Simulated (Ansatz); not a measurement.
## In (Im-3m), clamped-ion strain scan

Level of theory: DFT LDA, scalar-relativistic, plane waves, PAW in Ansatz. The runs took a 420 eV cutoff, a Γ-centred 18×18×18 mesh and Gaussian smearing (0.15 eV). No spin polarisation. Energies are free energies at this smearing, counted from the undisturbed cell; pressure is positive in compression.

The undisturbed cell (as given, not relaxed at this level; it stands at -2.9 GPa; this bcc form isn't the usual structure):

```
In
1.0
    -1.88253    1.88253    1.88253
     1.88253   -1.88253    1.88253
     1.88253    1.88253   -1.88253
In
1
Direct
  0.00000 0.00000 0.00000
```

The cell is strained by ε times the Voigt pattern (0, 1, 0, 0, 0, 0) (xx, yy, zz, yz, xz, xy; engineering shear) with fractional coordinates fixed. The cell is metallic on the mesh throughout.

| ε | ΔE (meV/atom) | stress summed along the pattern (GPa, tension positive) |
| --- | --- | --- |
| -0.0400 | -14.2 | 1.33 |
| -0.0300 | -11.6 | 1.70 |
| -0.0200 | -8.5 | 2.13 |
| -0.0100 | -4.5 | 2.55 |
| 0.0000 | 0.0 | 2.89 |
| 0.0100 | 5.1 | 3.20 |
| 0.0200 | 10.7 | 3.51 |
| 0.0300 | 16.8 | 3.83 |
| 0.0350 | 20.0 | 3.99 |
| 0.0400 | 23.4 | 4.14 |